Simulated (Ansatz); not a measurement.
# Co under strain — contact hyperfine fields

Cell: an entry of the Crystallography Open Database (COD), relaxed with PBE at fixed cell and then changed (z compressed by 1 %, ions relaxed).

```
CELL_PARAMETERS angstrom
2.50540 0.00000 0.00000
-1.25270 2.16974 0.00000
0.00000 0.00000 4.04841
ATOMIC_POSITIONS crystal
Co 0.33333 0.66667 0.25000
Co 0.66667 0.33333 0.75000
```

Atom numbers follow the list; atoms alike are taken as one site, whose name carries the number of the first.

Computed with Ansatz: DFT, PBE, plane waves and PAW, scalar-relativistic, collinear spin, 420 eV cutoff, Γ-centred 21×21×11 k-points, Fermi–Dirac smearing 0.05 eV. Start moments as typed (μB): 2 on each Co.

B_c = (2μ₀/3)μB(ρ↑ − ρ↓), with the spin density averaged over the Thomson radius around the nucleus, 7.77 T per e/Å³, positive along the up direction of the run. The valence column is what the valence and semicore waves of the PAW files give as listed; the rest comes from solving these waves and the inner shells again in each spin's potential.

(1) Give the site moments and the Fermi-contact fields.

## Answers

(1) The cell's net moment is 3.25 μB; the site moments, counted in spheres around the atoms, add up to 3.40 μB, and the difference lies between the spheres. One atom of each set is listed.

```csv
site,atom,m (μB),B_c (T),valence column (T),rest (T)
Co,1,1.70,-26.3,8.3,-34.6
```

On Co the field amounts to -15.4 T per μB of the site's moment: core polarisation sets it against the moment.

The run finds no gap above 0.1 eV, so moments and fields hang on the k-mesh and the smearing. Semilocal functionals underestimate the core's part of the field; in a metal the conduction electrons' part and a positive orbital field can offset that, so a measured field can be larger or smaller. Orbital and dipolar fields are left out.
